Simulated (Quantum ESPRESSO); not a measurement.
Parts of the isotropic shielding in Na2S, by PBE GIPAW (a modified build of Quantum ESPRESSO, JTH PAW datasets), 30 Ha, k-mesh 5×5×5 shifted:

```xyz
3
Lattice="0.0000 3.2492 3.2492 3.2492 0.0000 3.2492 3.2492 3.2492 0.0000" Properties=species:S:1:pos:R:3 pbc="T T T"
Na     1.6246     1.6246     1.6246
Na     4.8737     4.8737     4.8737
S      0.0000     0.0000     0.0000
```
Geometry: a computed entry of the Materials Project; it was not checked against measured cells. It is Na2S in Fm-3m; whether this form has been observed was not checked. Stability against distortions was not tested.

The core term is that of the free atom's frozen core; the paramagnetic column sums the reconstruction terms. Shieldings are absolute and leave out the bulk-susceptibility term; a larger σ means a smaller chemical shift. By our sweeps, such settings leave a few ppm in absolute σ. No d partial waves on Na, S: the paramagnetic term there is incompletely reconstructed.

| site | core | bare (smooth current) | diamagnetic correction | paramagnetic corrections | σ_iso (ppm) |
|---|---|---|---|---|---|
| Na (atoms 1, 2) | 377.3 | 81.1 | 154.8 | ? | ? |
| S (atom 3) | 979.8 | 62.9 | -10.1 | ? | ? |

Question: What belongs in the gaps?

Answer: 
- Na (atoms 1, 2), paramagnetic corrections: -120.6
- Na (atoms 1, 2), σ_iso (ppm): 492.6
- S (atom 3), paramagnetic corrections: -251.8
- S (atom 3), σ_iso (ppm): 780.8
